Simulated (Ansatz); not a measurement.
## Relaxation of Zn$_{15}$S$_{16}$

Level of theory: Ansatz 0.2.0, DFT r2SCAN, scalar-relativistic, plane waves, PAW. Run with 500 eV cutoff, 2×2×2 k-mesh, shifted by half a step, Gaussian smearing of 0.01 eV, collinear spin.

What was changed: Zn vacancy (site a), charge -1, atoms relaxed at the host's cell.

With moments and this functional the run may sit in a state above the lowest one.

In a supercell of 31 atoms the defect feels its periodic images, and the cell reads as a metal on the mesh, so a level in the gap can't be told from a carrier in the bands.

Command:

```bash
ansatz run input.yaml --threads 8 --pin off --max-ram 20480MiB --backend cpu --events-out ev --progress --plain --runs-dir out
```

Input:

```yaml
crystal:
  lattice:
    - [-5.3884039933, -5.3884039933, 5.3884039933]
    - [5.3884039933, -5.3884039933, -5.3884039933]
    - [5.3884039933, 5.3884039933, 5.3884039933]
  atoms:
    - { symbol: Zn, position: [0.0019921665, -0.0002793044, -0.0045646687] }
    - { symbol: Zn, position: [0.4971794401, 0.7509693598, 0.7499534881] }
    - { symbol: Zn, position: [0.2504967047, 0.7509723202, -0.003389064] }
    - { symbol: Zn, position: [0.0025497612, 0.7528318808, 0.2533148167] }
    - { symbol: Zn, position: [0.7500319594, -0.0002962256, 0.2493789178] }
    - { symbol: Zn, position: [0.4964733929, -0.0002722146, 0.5015267362] }
    - { symbol: Zn, position: [0.0006707665, 0.2461503652, 0.7488842138] }
    - { symbol: Zn, position: [0.7499852184, 0.4996677469, 0.7493874946] }
    - { symbol: Zn, position: [0.4979048679, 0.4938232973, -0.0026517555] }
    - { symbol: Zn, position: [0.2500226803, 0.4997397771, 0.2494135239] }
    - { symbol: Zn, position: [0.0037570963, 0.5055490582, 0.5032326008] }
    - { symbol: Zn, position: [0.7541806996, 0.7532406508, 0.5024059431] }
    - { symbol: Zn, position: [0.7459315207, 0.2484694707, -0.0012932365] }
    - { symbol: Zn, position: [0.4992414519, 0.2484686435, 0.2453259056] }
    - { symbol: Zn, position: [0.2494444617, 0.2465763267, 0.5002054449] }
    - { symbol: S, position: [0.2507325053, 0.7546507002, 0.7526178251], spin: 0.25 }
    - { symbol: S, position: [0.000450602, 0.7499944253, -0.0001280971] }
    - { symbol: S, position: [0.4995461426, 0.4997292004, 0.7492246967] }
    - { symbol: S, position: [0.2497452323, 0.4996678332, -0.0010919528] }
    - { symbol: S, position: [-0.000457177, 0.499704801, 0.2492292472] }
    - { symbol: S, position: [0.7487489452, 0.7482942088, 0.248237353] }
    - { symbol: S, position: [0.5004432725, 0.7499398857, 0.4998756058] }
    - { symbol: S, position: [0.0015613945, -0.000619019, 0.7457361104], spin: 0.25 }
    - { symbol: S, position: [0.7502447654, 0.2494875672, 0.7496692954] }
    - { symbol: S, position: [0.4996707293, 0.2466848479, -0.0012929322], spin: 0.25 }
    - { symbol: S, position: [0.2501687082, 0.2494325204, 0.2495932472] }
    - { symbol: S, position: [0.0001733461, 0.2511075203, 0.4996576739] }
    - { symbol: S, position: [0.7497826802, 0.499748119, 0.4989612595] }
    - { symbol: S, position: [0.7511666915, -0.0002888633, -0.0008064545] }
    - { symbol: S, position: [0.4997819305, -0.0002809214, 0.2505808009] }
    - { symbol: S, position: [0.2484237521, -0.0047404373, 0.4944510604], spin: 0.25 }
  host:
    lattice:
      - [0.0, 2.6942019967, 2.6942019967]
      - [2.6942019967, 0.0, 2.6942019967]
      - [2.6942019967, 2.6942019967, 0.0]
    atoms:
      - { symbol: Zn, position: [0.0, 0.0, 0.0] }
      - { symbol: S, position: [0.75, 0.75, 0.75] }
total_charge: -1
basis:
  ecutwfc: 500
  xc_grid: 3
kpoints:
  mp_grid: { grid: [2, 2, 2], shift: [0.5, 0.5, 0.5] }
hamiltonian:
  xc: r2scan
scf:
  occupations: { method: gaussian, width: 0.01 }
output:
  forces: true
  stress: false
  eigenvalues: true
  populations: true
  charged_corrections:
    defect_position: [0.25, 0.0, 0.75]
    epsilon: [[8.5167, 0.0, 0.0], [0.0, 8.5167, 0.0], [0.0, 0.0, 8.5167]]
  write_density: true
  write_potential: true
  elf: true
  volumetric_format: npy
magnetization:
  spin_polarized: true
relax:
  adjacent_minimum: "off"
  f_tol: 0.025
  max_steps: 45
```

F is the free energy.

Steps:

```csv
step,F − F(1) (eV),largest force component (eV/Å)
1,0.0000,0.364
2,-0.0321,0.139
3,-0.0427,0.017
4,-0.0427,0.017
```

Relaxed structure:

```yaml
crystal:
  lattice:
    - [-5.38840, -5.38840, 5.38840]
    - [5.38840, -5.38840, -5.38840]
    - [5.38840, 5.38840, 5.38840]
  atoms:
    - { symbol: Zn, position: [0.00063, 0.99965, 0.99300] }
    - { symbol: Zn, position: [0.49430, 0.74962, 0.74943] }
    - { symbol: Zn, position: [0.25037, 0.74991, 0.99278] }
    - { symbol: Zn, position: [0.00602, 0.75585, 0.25527] }
    - { symbol: Zn, position: [0.74984, 0.99943, 0.24910] }
    - { symbol: Zn, position: [0.49333, 0.99948, 0.49972] }
    - { symbol: Zn, position: [0.99962, 0.24311, 0.74909] }
    - { symbol: Zn, position: [0.75017, 0.49954, 0.74918] }
    - { symbol: Zn, position: [0.49938, 0.49263, 0.99887] }
    - { symbol: Zn, position: [0.24998, 0.49961, 0.24910] }
    - { symbol: Zn, position: [0.00641, 0.50654, 0.50553] }
    - { symbol: Zn, position: [0.75644, 0.75625, 0.50548] }
    - { symbol: Zn, position: [0.74363, 0.24944, 0.99936] }
    - { symbol: Zn, position: [0.50027, 0.24955, 0.24329] }
    - { symbol: Zn, position: [0.24960, 0.24394, 0.49940] }
    - { symbol: S, position: [0.25079, 0.75334, 0.74932] }
    - { symbol: S, position: [0.00038, 0.74990, 0.99909] }
    - { symbol: S, position: [0.49988, 0.49938, 0.74935] }
    - { symbol: S, position: [0.24987, 0.49952, 0.99877] }
    - { symbol: S, position: [0.99992, 0.49972, 0.24933] }
    - { symbol: S, position: [0.74968, 0.74897, 0.24880] }
    - { symbol: S, position: [0.50005, 0.74975, 0.49941] }
    - { symbol: S, position: [0.00364, 0.99976, 0.74899] }
    - { symbol: S, position: [0.74971, 0.24920, 0.74917] }
    - { symbol: S, position: [0.49645, 0.24564, 0.99597] }
    - { symbol: S, position: [0.25010, 0.24937, 0.24929] }
    - { symbol: S, position: [0.00002, 0.25005, 0.49946] }
    - { symbol: S, position: [0.75032, 0.50007, 0.49931] }
    - { symbol: S, position: [0.75032, 0.99966, 0.99908] }
    - { symbol: S, position: [0.49969, 0.99957, 0.24943] }
    - { symbol: S, position: [0.24923, 0.99967, 0.50228] }
```

The run converged. Time: 8.4 min on 8 threads of Intel(R) Xeon(R) Processor @ 2.10GHz (Emerald Rapids), with other jobs on the host, peak memory 5.5 GiB.